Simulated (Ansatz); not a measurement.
CsLiH4N2: ²H nuclear quadrupole resonance

Cell: a computed structure from the Materials Project (it need not be an observed phase), atoms as given.

```cif
data_CsLiH4N2
_symmetry_space_group_name_H-M 'P6_222'
_symmetry_Int_Tables_number 180
_cell_length_a 6.5028
_cell_length_b 6.5028
_cell_length_c 8.5108
_cell_angle_alpha 90.000
_cell_angle_beta 90.000
_cell_angle_gamma 120.000
loop_
_atom_site_label
_atom_site_type_symbol
_atom_site_symmetry_multiplicity
_atom_site_Wyckoff_symbol
_atom_site_fract_x
_atom_site_fract_y
_atom_site_fract_z
Cs Cs 3 d 0.5000 0.0000 0.5000
Li Li 3 a 0.0000 0.0000 0.0000
H H 12 k 0.0882 0.6941 0.7880
N N 6 j 0.8594 0.7188 0.5000
```

One atom of each set is listed.

Method: Kohn–Sham DFT in Ansatz, PBE, plane waves and PAW, scalar-relativistic, 420 eV cutoff, Γ-centred 5×5×4 k-points, Fermi–Dirac smearing 0.02 eV.

²H: I = 1, Q = 2.858 mb (year-2017 value). Static lattice, zero field.

Q: Predict the zero-field ²H lines of each site.

A: For I = 1 the lines are ν± = (3/4)|C_Q|(1 ± η/3) and ν₀ = |C_Q|η/2.

```
site  atoms  V_zz (10²¹ V/m²)  C_Q (MHz)     η  line frequencies (MHz)
   H     12              3.80      0.263  0.12    0.0153, 0.189, 0.205
```

At H V_zz points along its bond to N (within 2°).
